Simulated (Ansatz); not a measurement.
BaTiNOF:
```
BaTiNOF
1.0
    3.98485     0.00000     0.00000
    0.00000     4.05446     0.00000
    0.00000     0.00000     4.15735
Ba Ti N F O
1 1 1 1 1
Direct
  0.50000   0.50000   0.50000
  0.00000   0.00000   0.00000
  0.50000   0.00000   0.00000
  0.00000   0.00000   0.50000
  0.00000   0.50000   0.00000
```

Plane-wave PAW r²SCAN (Ansatz code) gives a gap of 0.39 eV without spin–orbit coupling, maximum at Γ, minimum at Γ.

**Question.** What happens when spin–orbit coupling is switched on?

**Answer.** The gap shrinks by 0.01 eV, to 0.38 eV; maximum at Γ, minimum at Γ.

**Question.** Give the electron effective mass with spin–orbit coupling.

**Answer.** 0.39, 0.59, 5.5 mₑ (principal values).

**Question.** Give the hole effective mass with spin–orbit coupling.

**Answer.** 0.15, 0.36, 0.61 mₑ (principal values).

Space group Pmmm. The start of the workflow was typed in or built on a structure type; neither database checked (COD, Materials Project) lists it. Whether it is the stable phase at ambient conditions was not checked. The cell was relaxed with r²SCAN under the symmetry of its start; whether a distortion lowers the energy is not shown. The workflow began spin-polarised and lost its moments.

Potentials: the earlier of the program's two PAW sets.
